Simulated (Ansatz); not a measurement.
**A vibration from a frozen displacement in TiC**

These are results of Ansatz 0.2.0, DFT PBEsol, scalar-relativistic, plane waves, PAW, not measurements. Cutoff 420 eV, Γ-centred 18×18×18 k-points, Gaussian smearing of 0.15 eV. No spin polarisation. Energies are free energies at this smearing, counted from the undisturbed cell; pressure is positive in compression.

Zero of the scan (as given, not relaxed at this level; it stands at -6.1 GPa):

```xyz
2
Lattice="0.0000 2.1640 2.1640 2.1640 0.0000 2.1640 2.1640 2.1640 0.0000" Properties=species:S:1:pos:R:3 pbc="T T T"
Ti    0.0000    0.0000    0.0000
C     2.1640    2.1640    2.1640
```

Every Ti atom is moved by x along the Cartesian unit vector (0.000, 0.000, -1.000); the cell and all other atoms stay fixed. The cell's volume is 20.27 Å³; the moved atoms weigh 47.867 u together and the others 12.011 u. Some rows repeat others by symmetry and weren't run.

```
  x (Å)  ΔE (meV/cell) total force on the moved atoms along the move (eV/Å) pressure (GPa)
-0.3000         456.43                                                3.4844          5.3882
-0.2625         337.62                                                2.8639          2.5349
-0.2250         240.74                                                2.3131          0.1263
-0.1875         163.45                                                1.8188         -1.8557
-0.1500         103.50                                                1.3904         -3.4351
-0.1125          58.40                                                1.0237         -4.6418
-0.0750          26.25                                                0.6928         -5.4852
-0.0375           6.60                                                0.3517         -5.9834
 0.0000           0.00                                                0.0000         -6.1491
 0.0375           6.60                                               -0.3517         -5.9834
 0.0750          26.25                                               -0.6928         -5.4852
 0.1125          58.40                                               -1.0237         -4.6418
 0.1500         103.50                                               -1.3904         -3.4351
 0.1875         163.45                                               -1.8188         -1.8557
 0.2250         240.74                                               -2.3131          0.1263
 0.2625         337.62                                               -2.8639          2.5349
 0.3000         456.43                                               -3.4844          5.3882
```

Problem. What frequency belongs to this motion?

Solution. The force constant is k = −dF/dx = 9.379 eV/Å², from the parabola through x = -0.0375, 0 and 0.0375. In every cell the moved atoms swing against the rest, so the mass is μ = m₁m₂/(m₁ + m₂) = 9.602 u, and ν̃ = 521.5 cm⁻¹ × √(|k|/μ) = 515 cm⁻¹, at this cell's pressure of -6.1 GPa. To first order in x, and within 1 %, the force on every atom lies along the move and, within each of the two groups, in proportion to the atom's mass, so this is itself a mode at the zone centre of this cell.

Problem. How far does the harmonic law reach?

Solution. At x = -0.300 Å, kx²/2 = 422.04 meV against the computed 456.43 meV (+8.1 %): the well stiffens in this direction at large amplitude.

Problem. The pressure changes with x². What does that say about the frequency under compression?

Solution. With E = k(V)x²/2, k ∝ V^(−2γ) and x scaling with the cell as V^(1/3), P − P0 = −∂E/∂V = (2γ − 2/3) ΔE/V. At x = 0.0750 Å, V(P − P0) = 20.27 × 0.66393 / 160.2 eV = 83.99 meV and ΔE = 26.25 meV, so γ = 1/3 + V(P − P0)/(2ΔE) = 1.93. This is the Grüneisen parameter of the motion under uniform scaling of the cell: shrinking the cell evenly by 1 % in volume raises the frequency by about 1.93 %.

In a metal these slopes depend on the k mesh and the smearing.